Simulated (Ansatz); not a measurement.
Hf2N:
```
CELL_PARAMETERS angstrom
      5.29580     0.00000     0.00000
      0.00000     5.29580     0.00000
      0.00000     0.00000     3.22617
ATOMIC_POSITIONS crystal
  Hf 0.29538 0.29538 0.00000
  Hf 0.70462 0.70462 0.00000
  Hf 0.20462 0.79538 0.50000
  Hf 0.79538 0.20462 0.50000
  N  0.00000 0.00000 0.00000
  N  0.50000 0.50000 0.50000
```

Relaxed with PBEsol. Special points in fractions of this cell's reciprocal vectors: Γ (0.000, 0.000, 0.000); X (0.000, 0.500, 0.000); M (0.500, 0.500, 0.000); Z (0.000, 0.000, 0.500); R (0.000, 0.500, 0.500); A (0.500, 0.500, 0.500).

Task: List the band energies nearest the Fermi level at these points for PBEsol (plane waves, PAW; program Ansatz).

Result: In eV from the Fermi level; about four levels below and three above (degenerate sets whole), none deeper than 8.9 eV; points with the same levels are listed once.

```json
[
 {"k": "Γ", "below": "-4.53 -4.53 -3.48 -2.17 -0.11", "above": "0.77 1.03 1.13 1.13"},
 {"k": "X", "below": "-2.51 -2.51 -1.08 -1.08", "above": "1.45 1.45 1.87 1.87"},
 {"k": "M", "below": "-1.78 -1.78 -1.43 -1.43", "above": "1.07 1.07 1.51 1.51"},
 {"k": "Z", "below": "-1.28 -1.28 -1.28 -1.28", "above": "2.19 2.19 3.72 3.72"},
 {"k": "R", "below": "-1.17 -1.17 -0.96 -0.96", "above": "1.78 1.78 3.85 3.85"},
 {"k": "A", "below": "-0.89 -0.89 -0.56 -0.56", "above": "1.30 1.30 2.93 2.93"}
]
```

Space group P4_2/mnm (anti-rutile). The first step of the workflow began from a Materials Project structure, measured or hypothetical; the Crystallography Open Database copy checked does not list it. Whether it is the stable phase at ambient conditions was not checked. The cell was relaxed with PBEsol under the symmetry of its start; of distortions, only those at the zone centre were tested. No spin polarisation was allowed. Scalar-relativistic: spin–orbit coupling is off unless named, which matters more the heavier the elements.

Potentials: the later of the program's two PAW sets.
